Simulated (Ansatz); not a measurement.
LaIn in the CsCl-type structure

Computed with Ansatz (plane waves, PAW, 420 eV cutoff): PBEsol, scalar-relativistic, no spin polarisation, 8×8×8 k-mesh, Gaussian smearing of 0.05 eV; PAW files: Ansatz's generated set soft_2.

```
La In
1.0
     3.89335    0.00000    0.00000
     0.00000    3.89335    0.00000
     0.00000    0.00000    3.89335
La In
1 1
Direct
  0.00000 0.00000 0.00000
  0.50000 0.50000 0.50000
```

The cell came from substitution into a structure type; whether the compound takes it is for experiment to say.

Cell and atoms are those of this level's equilibrium.

The cell has space group Pm-3m (read at 0.01 Å). In it the stress is 0.00, 0.00, 0.00, 0.00, 0.00, 0.00 GPa and the largest force component 0.000 eV/Å. Each change below starts from this cell, without further relaxation. Stress is in GPa, positive in compression, in the order xx, yy, zz, yz, xz, xy; energies are counted from the cell above and are free energies with the smearing's entropy, which match forces and stress in a metal.

Task: What happens when atom 1 (La) is moved by 0.02 Å along y?

Result: The energy changes by 0.5 meV per cell, and the force on it along the shift is -0.0493 eV/Å (−F/u = 2.46 eV/Å²). Stress: 0.00, 0.00, 0.00, 0.00, 0.00, 0.00.
| atom | Fx (eV/Å) | Fy | Fz |
| --- | --- | --- | --- |
| La1 | 0.000 | -0.049 | 0.000 |
| In2 | 0.000 | 0.049 | 0.000 |

Task: A single strain component, atoms carried along, gave the stress 0.03, 0.01, 0.03, 0.00, -0.83, 0.00. Which component, and about how large?

Result: An engineering strain of 2 % in xz; the energy changes by 3.0 meV per cell.

These numbers lack spin–orbit coupling.
